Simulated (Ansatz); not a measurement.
Level of theory: DFT PBE, scalar-relativistic, plane waves, PAW (Ansatz 0.2.0). All cells share a 420 eV cutoff and Γ-centred k meshes spaced at most about 0.3 Å⁻¹ (about 0.25 or finer for metals, 2π included). No spin polarisation in the final relaxations.

All energies are static (0 K, no zero-point motion). All come from trial cells, and lower structures may exist.

**Question.** Which of these relaxed structures of Cd3F is the lowest in energy?
1.

```xyz
4
Lattice="4.3668 0.0000 0.0000 0.0000 4.3668 0.0000 0.0000 0.0000 4.3668" Properties=species:S:1:pos:R:3 pbc="T T T"
Cd    0.0000    2.1834    2.1834
Cd    2.1834    0.0000    2.1834
Cd    2.1834    2.1834    0.0000
F     0.0000    0.0000    0.0000
```

2.

```xyz
4
Lattice="3.1842 0.0000 0.0000 0.0000 3.1842 0.0000 0.0000 0.0000 7.6992" Properties=species:S:1:pos:R:3 pbc="T T T"
Cd    1.5921    1.5921    6.0383
Cd    0.0000    0.0000    3.8496
Cd    1.5921    1.5921    1.6609
F     0.0000    0.0000    0.0000
```

3.

```xyz
8
Lattice="5.4916 0.0000 0.0000 0.0000 5.4916 0.0000 0.0000 0.0000 5.4916" Properties=species:S:1:pos:R:3 pbc="T T T"
Cd    1.3729    0.0000    2.7458
Cd    4.1187    0.0000    2.7458
Cd    0.0000    2.7458    1.3729
Cd    0.0000    2.7458    4.1187
Cd    2.7458    4.1187    0.0000
Cd    2.7458    1.3729    0.0000
F     0.0000    0.0000    0.0000
F     2.7458    2.7458    2.7458
```

**Answer.** 2. It has space group P4/mmm (No. 123); the next, 3, with space group Pm-3n (No. 223), lies 80 meV/atom higher. Counting Cd atoms around F (those within 1.25 times the shortest such distance or 1.15 times the sum of covalent radii, 1.27 where that leaves under three; the shortest distance is added where it exceeds 1.18 times the sum of covalent radii), the lowest has F 8 from 2.8 Å and the next has F 12 from 3.1 Å.

The k mesh leaves some 4 meV/atom of noise in the energy of each metallic cell. In P4/mmm, Pm-3m an odd number of electrons in the primitive cell allows no gap without spin; a larger cell or a magnetic state could open one. Cells relaxed within their symmetry can be saddle points. Some types were kept out of the candidates beforehand, so the set may lack a known form.
